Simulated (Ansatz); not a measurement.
Notes on LaNiBr

```
La Ni Br
1.0
     7.41147    0.00000    0.00000
     0.00000    4.19638    0.00000
     0.00000    0.00000    8.67444
La Ni Br
4 4 4
Direct
  0.72653 0.75000 0.37198
  0.77347 0.25000 0.87198
  0.22653 0.75000 0.12802
  0.27347 0.25000 0.62802
  0.02693 0.25000 0.33271
  0.47307 0.75000 0.83271
  0.52693 0.25000 0.16729
  0.97307 0.75000 0.66729
  0.64420 0.25000 0.56420
  0.85580 0.75000 0.06420
  0.14420 0.25000 0.93580
  0.35580 0.75000 0.43580
```

The numbers come from plane-wave PAW DFT (Ansatz): r2SCAN, no spin polarisation, 500 eV, 5×8×4 Γ-centred k points, fermi-dirac occupations (width 0.1 eV). Nothing was relaxed.

Problem. Metal or insulator?

Solution. Counting bands on this mesh leaves a gap of 0.38 eV, but it is narrow, so a finer mesh and a narrower smearing would have to settle it.

Problem. What do density and ELF say about some of the short contacts?

Solution. La–Br at 2.75 Å: least valence density 0.38 e/Å³ and ELF 0.26 there. La–Ni at 3.08 Å: least valence density 0.18 e/Å³ and ELF 0.21 there. Br–Br at 3.20 Å: least valence density 0.16 e/Å³ and ELF 0.11 there. These are pseudo-fields; inside the PAW spheres they differ from the all-electron ones.

Problem. Which atom feels the largest force, and which way?

Solution. The largest is on La2 (and as large on other atoms): 2.83 eV/Å, components (-2.26, 0.00, -1.69). It makes 123° with the line to a nearest neighbour, Br10 at 2.75 Å.

Problem. Is the cell too large or too small?

Solution. The pressure is 12.4 GPa (compression positive), so with the atoms held at these fractions the cell would first expand; the forces are large, so a full relaxation may end otherwise. The principal stresses 10.4, 12.7, 14.2 GPa differ, so its shape would change too.

Origin: a known structure type with other elements, at an estimated volume, so it need not be a known compound. Caveats: no spin polarisation, so a magnetic state may lie lower; atoms or cell far from equilibrium; the gap is not wide against the smearing; f levels without a U or exact exchange are poorly placed.
